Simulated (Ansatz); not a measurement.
**Calculated with Ansatz: RbHgF₄, relaxation**

Run with:

```bash
ansatz run input.yaml --threads 2 --pin off --max-ram 3584MiB --backend cpu --events-out ev --progress --plain --runs-dir out
```

input.yaml:

```yaml
crystal:
  lattice:
    - [0.0, 6.113427, 0.0]
    - [6.113427, 0.0, 0.0]
    - [3.056714, 3.056714, -6.039715]
  atoms:
    - { symbol: Hg, position: [0.5, 0.0, 0.0] }
    - { symbol: Hg, position: [0.0, 0.5, 0.0] }
    - { symbol: Rb, position: [0.25, 0.25, 0.5] }
    - { symbol: Rb, position: [0.75, 0.75, 0.5] }
    - { symbol: F, position: [0.7768, 0.2768, 0.7716] }
    - { symbol: F, position: [0.2768, 0.4516, 0.7716] }
    - { symbol: F, position: [0.4516, 0.9516, 0.7716] }
    - { symbol: F, position: [0.9516, 0.7768, 0.7716] }
    - { symbol: F, position: [0.7232, 0.5484, 0.2284] }
    - { symbol: F, position: [0.2232, 0.7232, 0.2284] }
    - { symbol: F, position: [0.0484, 0.2232, 0.2284] }
    - { symbol: F, position: [0.5484, 0.0484, 0.2284] }
  symmetry: { tolerance: 0.0003 }
kpoints:
  mp_grid: { grid: [5, 5, 5], shift: [0, 0, 0] }
magnetization:
  spin_polarized: false
scf:
  occupations: { method: fermi_dirac }
  lower_state_search: "off"
hamiltonian:
  pseudopotentials: { kind: paw }
  xc: r2scan
basis:
  ecutwfc: 500
  fft_grid_basis: typed
relax:
  max_steps: 60
  cell: { p_target: 0.0 }
  f_tol: 0.03
output:
  forces: true
  stress: true
  eigenvalues: true
  bader: true
  populations: true
  elf: true
  write_potential: true
  volumetric_format: npy
  dos:
    e_range: [-12, 8]
    de: 0.05
    projected: { site_lists: { F: [F], Hg: [Hg], Rb: [Rb] } }
checkpoint:
  read: saved_state
```

Origin of the cell: a known structure type with other elements, at an estimated volume, so it need not be a known compound.

The smearing width isn't typed, so it takes its default of 0.1 eV.

The saved state is a converged single point of the same cell.

Output (shortened):

```
SCF iter   1: F=-40688.748728 eV  HF=-40688.738448 eV  Δρ=1.37e-3  dr2=1.01e-3  dr2_τ=7.55e-4
SCF iter   2: F=-40688.749166 eV  HF=-40688.749472 eV  Δρ=4.84e-4  dr2=3.87e-4  dr2_τ=2.58e-5
SCF iter   3: F=-40688.749309 eV  HF=-40688.749452 eV  Δρ=2.90e-4  dr2=1.74e-4  dr2_τ=7.54e-6
SCF iter   4: F=-40688.749313 eV  HF=-40688.749429 eV  Δρ=2.43e-4  dr2=1.35e-4  dr2_τ=3.95e-6
SCF iter   5: F=-40688.749360 eV  HF=-40688.749407 eV  Δρ=1.76e-4  dr2=5.83e-5  dr2_τ=2.84e-6
SCF iter   6: F=-40688.749185 eV  HF=-40688.749187 eV  Δρ=3.96e-5  dr2=2.64e-6  dr2_τ=1.57e-7
SCF iter   7: F=-40688.749186 eV  HF=-40688.749186 eV  Δρ=7.53e-6  dr2=8.14e-8  dr2_τ=7.48e-9
relax step   1: F+E_penalty+E_count = -40688.749186 eV  Δ(F+E_penalty+E_count) = +0.000e0 eV  max|allowed force component| = 8.506e-1 eV/Å  Δτ_max = 0.0000 Å  P = +5.054 GPa  Ω = 225.728 Å³ […]
relax step   2: F+E_penalty+E_count = -40689.171910 eV  Δ(F+E_penalty+E_count) = -4.227e-1 eV  max|allowed force component| = 1.817e-1 eV/Å  Δτ_max = 0.0888 Å  P = +0.886 GPa  Ω = 227.527 Å³ […]
relax step   3: F+E_penalty+E_count = -40689.232298 eV  Δ(F+E_penalty+E_count) = -6.039e-2 eV  max|allowed force component| = 5.357e-2 eV/Å  Δτ_max = 0.0686 Å  P = +0.293 GPa  Ω = 222.982 Å³ […]
relax step   4: F+E_penalty+E_count = -40689.243288 eV  Δ(F+E_penalty+E_count) = -1.099e-2 eV  max|allowed force component| = 1.436e-2 eV/Å  Δτ_max = 0.0329 Å  P = +0.063 GPa  Ω = 220.595 Å³ […]
relax step   5: F+E_penalty+E_count = -40689.243489 eV  Δ(F+E_penalty+E_count) = -2.006e-4 eV  max|allowed force component| = 2.327e-3 eV/Å  Δτ_max = 0.0016 Å  P = +0.020 GPa  Ω = 220.402 Å³ […]
relax step   6: F+E_penalty+E_count = -40689.239329 eV  Δ(F+E_penalty+E_count) = +4.160e-3 eV  max|allowed force component| = 1.811e-3 eV/Å  Δτ_max = 0.0000 Å  P = +0.021 GPa  Ω = 220.402 Å³  stress off target by 3.13e-2 GPa […]
SCF 6 converged in 8 iterations: F = -40689.239329 eV  dr2 = 8.71e-11
basis re-selected at this cell: Δ(F+E_penalty+E_count) = +4.160e-3 eV, ΔP = +0.001 GPa vs the last step (what re-selecting the basis moved, of the pressure what is left beyond the Pulay corre […]
SCF converged after 8 iterations
Free energy (F): -40689.239329 eV
Harris-Foulkes:  -40689.239329 eV  (|F-HF|=3.64e-11)
Internal energy: -40688.966673 eV  (E = F + TS)
E sigma→0 (E₀):  -40689.103001 eV
Entropy (-TS):   -0.272657 eV (-22.721 meV/atom)
Fermi energy:    2.966194 eV
--- Per-component energies (eV) ---
  E_band       = -1689.174511
  E_kinetic    = 3242.286690
  E_local      = -14228.208845  (includes V_loc(G=0)·N_el)
  E_nonlocal   = 1080.604602
  E_hartree    = 5716.067025
  E_xc         = -1294.150353
  E_vxc        = -1802.597666  (∫ρ·V_xc dr)
  E_paw        = -26829.738583  (= ΣΔE_a)
  E_vpaw       = -1537.689719  (= ΣTr[D̂ρ^β])
  E_aug_tail   = 0.009094  (compensation charges beyond the density's cutoff)
  E_vtau       = 124.288130  (kinetic-family band-sum trace: ∫τ·v_τ [+ j·A + Jᵃ·Aᵃ] dr)
  E_ewald      = -8374.993460
  E_core_change = -0.842842  (= ΣΔE_core)
  E_smearing   = -0.272657  (= −TS)
  Σ components = -40689.239329   (vs F -40689.239329, Δ=0.00e0)
--- Forces (eV/Å), atoms counted from 1 ---
  atom   1  Hg    -0.000000     0.000000     0.000000
  atom   2  Hg     0.000000    -0.000000     0.000000
  atom   3  Rb    -0.000000     0.000000     0.000000
  atom   4  Rb     0.000000    -0.000000    -0.000000
  atom   5  F      0.000811     0.000811    -0.001811
  atom   6  F     -0.000811     0.000811    -0.001811
  atom   7  F     -0.000811    -0.000811    -0.001811
  atom   8  F      0.000811    -0.000811    -0.001811
  atom   9  F      0.000811    -0.000811     0.001811
  atom  10  F     -0.000811    -0.000811     0.001811
  atom  11  F     -0.000811     0.000811     0.001811
  atom  12  F      0.000811     0.000811     0.001811
  max |Σ_I F_I| component: 1.30e-18 eV/Å
--- Stress (GPa, compression-positive) ---
        0.031255      -0.000000       0.000000
       -0.000000       0.031255       0.000000
        0.000000       0.000000       0.001632
  P = ⅓ Tr σ = 0.0214 GPa (0.214 kbar)
--- Relaxed structure (5 steps of the walk, 5 accepted, 1 SCFs on fresh bases) ---
  F+E_penalty+E_count = -40689.239329 eV   max|allowed force component| = 1.811e-3 eV/Å   (the final SCF, on the basis selected at the relaxed cell)
  cell:  # Å, volume = 220.4017 Å³
    - [-5.041e-15, 5.878460, 2.433e-7]
    - [5.878460, -5.041e-15, 2.433e-7]
    - [2.939230, 2.939230, -6.378049]
  atoms:
    - { symbol: Hg, position: [0.500000, 0.0, 1.525e-19] }
    - { symbol: Hg, position: [-4.043e-19, 0.5, 1.525e-19] }
    - { symbol: Rb, position: [0.25, 0.25, 0.500000] }
    - { symbol: Rb, position: [0.750000, 0.750000, 0.500000] }
    - { symbol: F, position: [0.790719, 0.290719, 0.784142] }
    - { symbol: F, position: [0.290719, 0.425139, 0.784142] }
    - { symbol: F, position: [0.425139, 0.925139, 0.784142] }
    - { symbol: F, position: [0.925139, 0.790719, 0.784142] }
    - { symbol: F, position: [0.709281, 0.574861, 0.215858] }
    - { symbol: F, position: [0.209281, 0.709281, 0.215858] }
    - { symbol: F, position: [0.074861, 0.209281, 0.215858] }
    - { symbol: F, position: [0.574861, 0.074861, 0.215858] }
--- Löwdin populations: 12 sites ---
  site symbol       q [e]
     0     Hg     18.2161
     1     Hg     18.2161
     2     Rb      8.1537
     3     Rb      8.1537
     4      F      7.6038
     5      F      7.6038
     6      F      7.6038
     7      F      7.6038
     8      F      7.6038
     9      F      7.6038
    10      F      7.6038
    11      F      7.6038
  spilling = 0.003772 (of n_electrons = 114.000000)
--- Bader charges: 12 sites ---
  site symbol  charge [e]  shift [e]
     0     Hg      1.5954     0.0016
     1     Hg      1.5954     0.0016
     2     Rb      0.9242     0.0000
     3     Rb      0.9242     0.0000
     4      F     -0.6299     0.0004
     5      F     -0.6299     0.0004
     6      F     -0.6299     0.0004
     7      F     -0.6299     0.0004
     8      F     -0.6299     0.0004
     9      F     -0.6299     0.0004
    10      F     -0.6299     0.0004
    11      F     -0.6299     0.0004
  estimated error of the sums over rays = 1.9e-4 e
```

The starting structure.

Space group I4/mcm (No. 140); the run's cell has a = 6.113 Å, b = 6.113 Å, c = 7.427 Å, α = 65.70°, β = 65.70°, γ = 90.00°. Shortest distances: F–Hg 1.97 Å, F–F 2.76 Å, F–Rb 2.82 Å.

After:

Space group I4/mcm (No. 140); the run's cell has a = 5.878 Å, b = 5.878 Å, c = 7.613 Å, α = 67.29°, β = 67.29°, γ = 90.00°. Shortest distances: F–Hg 2.05 Å, F–F 2.75 Å, F–Rb 2.81 Å.

```
Free energy lowered by  : 40.8 meV/atom
Volume change           : -2.36 %
Final pressure          : 0.02 GPa
Relaxation steps listed : 6
```

Caveats: no spin, though holes on the anions or broken bonds may carry moments; no spin-orbit coupling, though heavy elements are present; the relaxation held the start's symmetry, so the end may be a saddle point.

It ran for 3.6 min on 2 threads of Intel(R) Xeon(R) Platinum 8375C CPU @ 2.90GHz (Ice Lake), with other jobs on the host, peak memory 1.2 GiB, from a saved density.
